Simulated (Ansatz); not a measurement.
## ZrOs: energy along a strain

ZrOs, Pm-3m, a = 3.263 Å (as given, not relaxed at this level: 2.0 GPa). The structure is a COD entry; whether it is the stable form wasn't checked. Ansatz: r2SCAN, PAW, 500 eV, Γ-centred 14×14×14 mesh on 2 atoms, Gaussian smearing 0.15 eV; no spin polarisation. Cell vectors (Å): 3.263 0.000 0.000; 0.000 3.263 0.000; 0.000 0.000 3.263. The cell is strained by x per cent times the pattern (0 0 0 0 0 1) in the order xx yy zz yz xz xy (engineering shears), with fractional coordinates held. y is the free energy over the start, V0 = 17.371 Å³/atom. Symmetry makes y even in x. Points with a strain past 8.5 % were computed too (4) and aren't used here.

| x (%) | y (meV/atom) |
| --- | --- |
| -7.50 | 31.04 |
| 0.00 | 0.00 |
| 1.87 | 1.92 |
| 3.75 | 7.73 |
| 5.62 | ? |

Problem. Fit y = c2 x² + c4 x⁴ to the other rows, get the stiffness along the pattern, and predict the missing energy.

Solution. Least squares on the rows shown. y = 0.54897 x² + 5.0732×10⁻⁵ x⁴. The clamped-ion stiffness p·C·p = 2 × 5.490 eV × 160.2 / 17.371 Å³ = 101 GPa, which is C66 in these axes (C44 of the cubic crystal) (second derivative at the start, which stands under stress). At x = 5.62 the fit asked for gives 17.39 meV/atom. The run gave 17.38 meV/atom, so the fit is 0.01 meV/atom too high, a small miss on the scale of the series.

Spin–orbit coupling is left out, which can shift energies with elements as heavy as these.